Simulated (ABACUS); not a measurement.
Input and output of a self-consistent single point for Si (C2/m, 2 atoms in the cell; from Materials Project mp-149, changed as shown) (ABACUS).

All values come from this method and carry its errors: LDA (PW92), numerical atomic orbitals DZP (confined pseudo-atomic orbitals with Gaussian additions; energy shift 0.01 Ry), PseudoDojo 0.4 standard norm-conserving LDA (tails mended) pseudopotentials run with ABACUS.

The change in words: lattice vector a scaled by 0.98. Reference geometry (Fd-3m):
```
CELL_PARAMETERS angstrom
      0.00000     2.72185     2.72185
      2.72185     0.00000     2.72185
      2.72185     2.72185     0.00000
ATOMIC_POSITIONS crystal
  Si 0.25000 0.25000 0.25000
  Si 0.00000 0.00000 0.00000
```

Reference input (self-consistent single point, DFT, LDA (PW92), numerical atomic orbitals DZP (confined pseudo-atomic orbitals with Gaussian additions; energy shift 0.01 Ry), PseudoDojo 0.4 standard norm-conserving LDA (tails mended) pseudopotentials): basis = DZP numerical atomic orbitals, energy shift 0.01 Ry; KPT = Gamma 8 8 8 0 0 0; basis_type = lcao; dft_functional = PWLDA; ecutwfc = 100 Ry; smearing_method = gaussian; smearing_sigma = 0.000734986 Ry; potentials = PseudoDojo 0.4 standard norm-conserving LDA (tails mended); symmetry = 1; symmetry_prec = 1e-05; ks_solver = genelpa; scf_nmax = 100. This run's input differs from it in these lines:

```diff
@@ -31,3 +31,3 @@
 LATTICE_VECTORS
-   0.0000000000    2.7218500000    2.7218500000
+   0.0000000000    2.6674130000    2.6674130000
    2.7218500000    0.0000000000    2.7218500000
@@ -41,3 +41,3 @@
 2
-   2.5717755262    2.5717755262    2.5717755262
+   2.5717755262    2.5460577709    2.5460577709
    0.0000000000    0.0000000000    0.0000000000
```

The program printed (abridged):

```
 SELF-CONSISTENT
 -------------------------------------------

                  longest orb rcut (Bohr) = 6.9
   longest nonlocal projector rcut (Bohr) = 1.94
                     search radius (Bohr) = 17.7

                          real space grid = [ 45, 48, 48 ]
                                 init_chg = atomic

 LCAO ALGORITHM --------------- ION=   1  ELEC=   1--------------------------------

 Density error is 0.148017852508
 E_KohnSham     -17.0294814267       -231.6979813887
 E_Fermi        0.4582227342         6.2344401382

 LCAO ALGORITHM --------------- ION=   1  ELEC=   2--------------------------------

   [... lines left out ...]
 E_Fermi        0.4755160546         6.4697278333

   [... 2 blocks of this kind left out ...]

 LCAO ALGORITHM --------------- ION=   1  ELEC=   5--------------------------------

 Density error is 2.97354615978e-05
 E_KohnSham     -17.0312928593       -231.7226271931
 E_Fermi        0.4797747402         6.5276702233

 LCAO ALGORITHM --------------- ION=   1  ELEC=   6--------------------------------

 Density error is 8.01385899371e-07
 E_KohnSham     -17.0312928594       -231.7226271943
 E_KS(sigma->0) -17.0312928594       -231.7226271943
 E_entropy(-TS) -0.0000000000        -0.0000000000
 E_Fermi        0.4797813084         6.5277595886
 charge density convergence is achieved
 final etot is -231.72262719 eV
 EFERMI = 6.5277595886 eV

 STATE ENERGY(eV) AND OCCUPATIONS    NSPIN == 1
   [... 11 lines left out ...]

 TOTAL-FORCE (eV/Angstrom)
                       Si1         0.2173016624        -0.1143338865        -0.1143338865
                       Si2        -0.2173016624         0.1143338865         0.1143338865

 TOTAL-STRESS (KBAR)
        -6.9393798757       -11.4030810751       -11.4030810751
       -11.4030810751         2.7927465315        22.1040336206
       -11.4030810751        22.1040336206         2.7927465315
 TOTAL-PRESSURE: -0.451296 KBAR

 --------------------------------------------
 !FINAL_ETOT_IS -231.7226271943499114 eV
 --------------------------------------------
```

The run converged in 6 iterations. Against the reference run the free energy goes up by 1.9 meV/atom, the pressure goes from -1.97 to -0.05 GPa, the largest force goes from under 0.1 to 0.27 eV/Å and the gap on the mesh goes from 0.511 to 0.390 eV.

The atom-centred basis is finite, which shifts total energies, pressures, gaps and forces against plane waves. The structure comes from a collection of computed structures, made at another level of theory; the collection holds predicted forms beside known ones.

The atomic orbitals were generated for these runs; they are not ABACUS's published sets and were checked against plane waves on a few crystals only.

“Tails mended”: in these copies of the files the far tail of each local potential was reset to the Coulomb form.
